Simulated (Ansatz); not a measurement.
Method: Ansatz 0.2.0, DFT PBE, scalar-relativistic, plane waves, PAW. Settings: cutoff 420 eV, Γ-centred meshes spaced at most about 0.3 Å⁻¹, and about 0.25 Å⁻¹ or finer for metals (2π included), Gaussian smearing. No spin polarisation in the final relaxations.

All energies are static (0 K, no zero-point motion). All come from trial cells, and lower structures may exist.

**Question.** These unrelaxed guesses for Sn2TeO3 are each relaxed within their symmetry. Order them by the energy at which they end, lowest first.
A.

```cif
data_structure
_symmetry_space_group_name_H-M 'P6mm'
_symmetry_Int_Tables_number 183
_cell_length_a 5.7190
_cell_length_b 5.7190
_cell_length_c 4.2239
_cell_angle_alpha 90.000
_cell_angle_beta 90.000
_cell_angle_gamma 120.000
_cell_volume 119.64
loop_
_atom_site_label
_atom_site_type_symbol
_atom_site_symmetry_multiplicity
_atom_site_Wyckoff_symbol
_atom_site_fract_x
_atom_site_fract_y
_atom_site_fract_z
_atom_site_occupancy
Sn1 Sn 2 b 0.66667 0.33333 0.49615 1
Te1 Te 1 a 0.00000 0.00000 0.19263 1
O1 O 3 c 0.00000 0.50000 0.99502 1
```

B.

```cif
data_structure
_symmetry_space_group_name_H-M 'P-4m2'
_symmetry_Int_Tables_number 115
_cell_length_a 3.6214
_cell_length_b 3.6214
_cell_length_c 8.0447
_cell_angle_alpha 90.000
_cell_angle_beta 90.000
_cell_angle_gamma 90.000
_cell_volume 105.50
loop_
_atom_site_label
_atom_site_type_symbol
_atom_site_symmetry_multiplicity
_atom_site_Wyckoff_symbol
_atom_site_fract_x
_atom_site_fract_y
_atom_site_fract_z
_atom_site_occupancy
Sn1 Sn 2 g 0.50000 0.00000 0.73987 1
Te1 Te 1 b 0.50000 0.50000 0.00000 1
O1 O 2 g 0.50000 0.00000 0.38354 1
O2 O 1 a 0.00000 0.00000 0.00000 1
```

C.

```cif
data_structure
_symmetry_space_group_name_H-M 'P6/mmm'
_symmetry_Int_Tables_number 191
_cell_length_a 5.9000
_cell_length_b 5.9000
_cell_length_c 3.4198
_cell_angle_alpha 90.000
_cell_angle_beta 90.000
_cell_angle_gamma 120.000
_cell_volume 103.09
loop_
_atom_site_label
_atom_site_type_symbol
_atom_site_symmetry_multiplicity
_atom_site_Wyckoff_symbol
_atom_site_fract_x
_atom_site_fract_y
_atom_site_fract_z
_atom_site_occupancy
Sn1 Sn 2 c 0.33333 0.66667 0.00000 1
Te1 Te 1 a 0.00000 0.00000 0.00000 1
O1 O 3 g 0.50000 0.00000 0.50000 1
```

D.

```cif
data_structure
_symmetry_space_group_name_H-M 'P4mm'
_symmetry_Int_Tables_number 99
_cell_length_a 4.9984
_cell_length_b 4.9984
_cell_length_c 4.4943
_cell_angle_alpha 90.000
_cell_angle_beta 90.000
_cell_angle_gamma 90.000
_cell_volume 112.29
loop_
_atom_site_label
_atom_site_type_symbol
_atom_site_symmetry_multiplicity
_atom_site_Wyckoff_symbol
_atom_site_fract_x
_atom_site_fract_y
_atom_site_fract_z
_atom_site_occupancy
Sn1 Sn 2 c 0.50000 0.00000 0.57892 1
Te1 Te 1 b 0.50000 0.50000 0.36741 1
O1 O 2 c 0.50000 0.00000 0.96545 1
O2 O 1 b 0.50000 0.50000 0.04963 1
```

**Answer.** B (ends in P-4m2, 0 meV/atom), C (ends in P6/mmm, 103 meV/atom), A (ends in P6mm, 157 meV/atom), D (ends in P4/mmm, 0.33 eV/atom).

Weakly bound directions are ill-defined at this level, which has no dispersion term (P-4m2), and this can change margins and order among such cells. These runs have no spin–orbit coupling, which can matter for Te. Cells relaxed within their symmetry can be saddle points. Some types were kept out of the candidates beforehand, so the set may lack a known form.
